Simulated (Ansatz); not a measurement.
A: TiAl (CuAu type, space group P4/mmm), a = b = 2.813 Å, c = 4.058 Å, α = β = γ = 90.00°
B: TiB$_{2}$ (AlB2 type, space group P6/mmm), a = 3.0247 Å, b = 3.0247 Å, c = 3.2226 Å, α = 90.00°, β = 90.00°, γ = 120.00°
C: Cs$_{2}$HgPdCl$_{6}$ (space group I4/mmm), a = b = 7.491 Å, c = 10.759 Å, α = β = γ = 90.00°
D: TaSi2 (CrSi2 type, space group P6_222), a = b = 4.776 Å, c = 6.563 Å, α = β = 90.00°, γ = 120.00°

Scan: energy against volume (even scaling of the relaxed cell, symmetry kept). One method and one kind of scan serve all of them; meshes and ranges differ. All were relaxed with their symmetry unable to fall. Cs2HgPdCl6 is run without spin polarisation and with no Hubbard U. Spin-orbit coupling is left out. TaSi2 is run without spin polarisation. TiAl is run without spin polarisation. TiB2 is run without spin polarisation.

### Question
Order them by bulk modulus at fixed cell shape (fitted) (highest first) at the level r2SCAN (plane waves to 500 eV, PAW, scalar-relativistic; Ansatz, an electronic-structure program).

### Answer
B (263 GPa), D (197 GPa), A (121 GPa), C (18.1 GPa)

(A scan under strain: stresses follow from slopes of the energy per volume, elastic moduli from its curvatures.)
